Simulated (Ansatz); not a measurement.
A relaxed structure of FeS2. Computed with PBE (plane waves to 420 eV, PAW, scalar-relativistic; Ansatz, a first-principles code).

```cif
data_Fe4S8
_chemical_formula_sum 'Fe4 S8'
_space_group_name_H-M_alt 'P 1'
_space_group_IT_number 1
_cell_length_a 5.40361
_cell_length_b 5.40361
_cell_length_c 5.40361
_cell_angle_alpha 90.000
_cell_angle_beta 90.000
_cell_angle_gamma 90.000
loop_
_space_group_symop_operation_xyz
  'x, y, z'
loop_
_atom_site_label
_atom_site_type_symbol
_atom_site_fract_x
_atom_site_fract_y
_atom_site_fract_z
_atom_site_occupancy
Fe1 Fe 0.00000 0.00000 0.00000 1
Fe2 Fe 0.50000 0.50000 0.00000 1
Fe3 Fe 0.00000 0.50000 0.50000 1
Fe4 Fe 0.50000 0.00000 0.50000 1
S1 S 0.38261 0.38261 0.38261 1
S2 S 0.88261 0.11739 0.61739 1
S3 S 0.61739 0.88261 0.11739 1
S4 S 0.11739 0.61739 0.88261 1
S5 S 0.61739 0.61739 0.61739 1
S6 S 0.11739 0.88261 0.38261 1
S7 S 0.38261 0.11739 0.88261 1
S8 S 0.88261 0.38261 0.11739 1
```

Question: Find the space group and the Wyckoff positions (tolerance 0.01 Å).

Answer: Space group Pa-3 (No. 205); a = 5.404 Å, b = 5.404 Å, c = 5.404 Å, α = 90.00°, β = 90.00°, γ = 90.00°

```json
[
 {"atom": "Fe", "site": "4a", "symmetry": ".-3.", "x": "0.0000", "y": "0.0000", "z": "0.0000"},
 {"atom": "S", "site": "8c", "symmetry": ".3.", "x": "0.3826", "y": "0.3826", "z": "0.3826"}
]
```

This is the AFLOW prototype AB2_cP12_205_a_c (C2, as in FeS2).

Question: Give the shortest distances between elements (the closest pairs, up to four, under 3.6 Å).

Answer: S–S 2.20 Å; Fe–S 2.25 Å.

| Item | Value |
|---|---|
| Volume per atom | 13.15 Å³ |
| Band gap | 0.39 eV, indirect (valence top at k = (0, 0, 0.4), conduction bottom at Γ) (no spin-orbit coupling) |
| Smallest direct gap | 0.44 eV at Γ |
| Magnetic moment | zero (the starting moments vanished) |

The relaxed cell holds bonded S–S pairs (2.20 Å). No spin polarisation in the result: the starting moments vanished. A magnetic state may lie lower.

The run could not lose the symmetry of its start.
